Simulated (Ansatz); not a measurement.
## BiTe (Fm-3m), a vibration from a frozen displacement

These are results of DFT PBEsol, scalar-relativistic, plane waves, PAW (Ansatz), not measurements. Settings: plane waves to 420 eV, k-mesh 14×14×14 (Γ-centred), Gaussian smearing 0.15 eV. Spin–orbit coupling is left out, which matters for the heavy elements here. No spin polarisation. Energies are free energies at this smearing, counted from the undisturbed cell; pressure is positive in compression.

Zero of the scan (as given, not relaxed at this level; it stands at -1.7 GPa, and it needn't be the usual structure):

```yaml
crystal:
  lattice:
    - [0.00000, 3.23500, 3.23500]
    - [3.23500, 0.00000, 3.23500]
    - [3.23500, 3.23500, 0.00000]
  atoms:
    - { symbol: Bi, position: [0.00000, 0.00000, 0.00000] }
    - { symbol: Te, position: [0.50000, 0.50000, 0.50000] }
```

Every Te atom is moved by x along the Cartesian unit vector (0.000, 1.000, 0.000); the cell and all other atoms stay fixed. The cell's volume is 67.71 Å³; the moved atoms weigh 127.600 u together and the others 208.980 u. Some rows repeat others by symmetry and weren't run.

| x (Å) | ΔE (meV/cell) | total force on the moved atoms along the move (eV/Å) | pressure (GPa) |
| --- | --- | --- | --- |
| -0.3000 | 113.02 | 0.8160 | -0.1020 |
| -0.2625 | 84.79 | 0.6914 | -0.4924 |
| -0.2250 | 61.08 | 0.5743 | -0.8247 |
| -0.1875 | 41.63 | 0.4639 | -1.1008 |
| -0.1500 | 26.20 | 0.3602 | -1.3228 |
| -0.1125 | 14.53 | 0.2632 | -1.4929 |
| -0.0750 | 6.39 | 0.1719 | -1.6131 |
| -0.0375 | 1.59 | 0.0848 | -1.6848 |
| 0.0000 | 0.00 | 0.0000 | -1.7086 |
| 0.0375 | 1.59 | -0.0848 | -1.6848 |
| 0.0750 | 6.39 | -0.1719 | -1.6131 |
| 0.1125 | 14.53 | -0.2632 | -1.4929 |
| 0.1500 | 26.20 | -0.3602 | -1.3228 |
| 0.1875 | 41.63 | -0.4639 | -1.1008 |
| 0.2250 | 61.08 | -0.5743 | -0.8247 |
| 0.2625 | 84.79 | -0.6914 | -0.4924 |
| 0.3000 | 113.02 | -0.8160 | -0.1020 |

Question: What frequency belongs to this motion?

Answer: The force constant is k = −dF/dx = 2.261 eV/Å², from the parabola through x = -0.0375, 0 and 0.0375. In every cell the moved atoms swing against the rest, so the mass is μ = m₁m₂/(m₁ + m₂) = 79.226 u, and ν̃ = 521.5 cm⁻¹ × √(|k|/μ) = 88 cm⁻¹, at this cell's pressure of -1.7 GPa. To first order in x, and within 1 %, the force on every atom lies along the move and, within each of the two groups, in proportion to the atom's mass, so this is itself a mode at the zone centre of this cell.

Question: How far does the harmonic law reach?

Answer: At x = -0.300 Å, kx²/2 = 101.76 meV against the computed 113.02 meV (+11.1 %): the well stiffens in this direction at large amplitude.

Question: The pressure changes with x². What does that say about the frequency under compression?

Answer: With E = k(V)x²/2, k ∝ V^(−2γ) and x scaling with the cell as V^(1/3), P − P0 = −∂E/∂V = (2γ − 2/3) ΔE/V. At x = 0.0750 Å, V(P − P0) = 67.71 × 0.09549 / 160.2 eV = 40.35 meV and ΔE = 6.39 meV, so γ = 1/3 + V(P − P0)/(2ΔE) = 3.49. This is the Grüneisen parameter of the motion under uniform scaling of the cell: shrinking the cell evenly by 1 % in volume raises the frequency by about 3.49 %.

In a metal these slopes depend on the k mesh and the smearing.